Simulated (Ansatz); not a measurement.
Ge (diamond, Fd-3m), a = b = c = 5.672 Å, α = β = γ = 90.00°; the cell used has 2 atoms.

Relaxed with r²SCAN. r²SCAN in the plane-wave PAW code Ansatz gives a gap of 0.37 eV.

**Question.** What gap does HSE06 give on the same cell (Ansatz, PAW)?

**Answer.** 0.78 eV, 0.41 eV more. The hybrid was solved on a coarser mesh and at special points; its gap is the smallest among all of these.

```json
[
 {"k": "Γ", "v1 r²SCAN": "0.00", "c1 r²SCAN": "0.37", "v1 HSE06": "0.00", "c1 HSE06": "0.79"},
 {"k": "X", "v1 r²SCAN": "-3.20", "c1 r²SCAN": "0.99", "v1 HSE06": "___", "c1 HSE06": "___"},
 {"k": "L", "v1 r²SCAN": "-1.47", "c1 r²SCAN": "0.44", "v1 HSE06": "-1.51", "c1 HSE06": "0.78"},
 {"k": "W", "v1 r²SCAN": "-4.02", "c1 r²SCAN": "4.67", "v1 HSE06": "___", "c1 HSE06": "___"},
 {"k": "K", "v1 r²SCAN": "-2.74", "c1 r²SCAN": "1.41", "v1 HSE06": "___", "c1 HSE06": "___"}
]
```

**Question.** Top valence (v1) and lowest conduction level (c1) in eV from each method's valence maximum (which need not be a listed point): supply the withheld HSE06 values.

**Answer.** 
- W, v1 HSE06: -4.20
- W, c1 HSE06: 5.18
- X, v1 HSE06: -3.33
- X, c1 HSE06: 1.27
- K, v1 HSE06: -2.84
- K, c1 HSE06: 1.72

Cost on shared cores: the r²SCAN run (SCF on a 8×8×8 mesh, then bands and DOS) around 10 core-seconds (rough), the HSE06 run (SCF on 6×6×6, then a few points) around 60 core-seconds (rough); the tasks are unlike.

Symmetry was held in the r²SCAN relaxation; phonons on a q-mesh show no instability. Spin–orbit coupling is left out wherever it is not named.

Potentials: the earlier of the program's two PAW sets.
